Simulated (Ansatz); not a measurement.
SiS2 in space group P2_1/c (No. 14; Si on 4e, S on 4e, S on 4e) under volume change, the program Ansatz at the r²SCAN+D4 level (PAW), shape and atoms relaxed at each volume.

| V (Å³/atom) | E − E(relaxed) (meV/atom) | P (GPa) |
|---|---|---|
| 20.997 | 12.1 | 2.15 |
| 21.689 | 4.9 | 1.25 |
| 22.382 | ___ | ___ |
| 23.074 | 0.0 | 0.00 |
| 23.766 | 0.9 | -0.39 |
| 24.458 | 3.3 | -0.68 |
| 25.150 | ___ | ___ |

Q: Complete the blanks.

A: 
- 22.382, E − E(relaxed) (meV/atom): 1.1
- 22.382, P (GPa): 0.54
- 25.150, E − E(relaxed) (meV/atom): 6.6
- 25.150, P (GPa): -0.85

Q: What does a third-order Birch–Murnaghan fit give for V₀, B₀ and B′?

A: V₀ = 23.08 Å³/atom, B₀ = 15.1 GPa, B′ = 9.2.

The first step of the workflow began from a Materials Project structure, measured or hypothetical; the Crystallography Open Database copy checked does not list it. COD files the formula under space group No. 72, 122, so this cell is another polymorph or a model. Its standing as an ambient phase is unchecked. The r²SCAN+D4 relaxation kept the symmetry of its start; its stability against distortions is not shown here.

Potentials: the later of the program's two PAW sets.
